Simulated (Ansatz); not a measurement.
Be₃ZnSe₄: rattling a relaxed structure

The structure comes from a generated guess, relaxed at this level; another structure or a mixture of phases may lie lower.

These are results of Ansatz 0.2.0, DFT PBE, scalar-relativistic, plane waves, PAW, not measurements. Settings: cutoff 420 eV, Γ-centred mesh 6×6×2 on the computed 8-atom cell, Gaussian smearing of 0.02 eV; no spin polarisation.

The cell below (8 atoms, space group P3m1 (No. 156)) is relaxed within its symmetry.

```cif
data_structure
_symmetry_space_group_name_H-M 'P 1'
_symmetry_Int_Tables_number 1
_cell_length_a 3.7473
_cell_length_b 3.7473
_cell_length_c 12.4117
_cell_angle_alpha 90.000
_cell_angle_beta 90.000
_cell_angle_gamma 120.000
_cell_volume 150.93
loop_
_atom_site_label
_atom_site_type_symbol
_atom_site_fract_x
_atom_site_fract_y
_atom_site_fract_z
_atom_site_occupancy
Be1 Be 0.66667 0.33333 0.01254 1
Be2 Be 0.66667 0.33333 0.49281 1
Be3 Be 0.00000 0.00000 0.25312 1
Zn1 Zn 0.00000 0.00000 0.75621 1
Se1 Se 0.66667 0.33333 0.19393 1
Se2 Se 0.66667 0.33333 0.67293 1
Se3 Se 0.00000 0.00000 0.43433 1
Se4 Se 0.00000 0.00000 0.95414 1
```

For the test it was strained at random (σ = 1.5 % a component), the atoms were moved at random (σ = 0.10 Å), and all was relaxed again on a coarse 6×6×1 mesh (in the run’s order of axes) with 0.10 eV smearing, with no symmetry imposed.

Problem. Is the structure stable against such a distortion?

Solution. It returns, within 1 meV/atom of the unmoved cell on that mesh and with the same symmetry when read at 0.1 Å. No instability shows in this cell; modes of other wave vectors, which need another repeat, aren't tested.
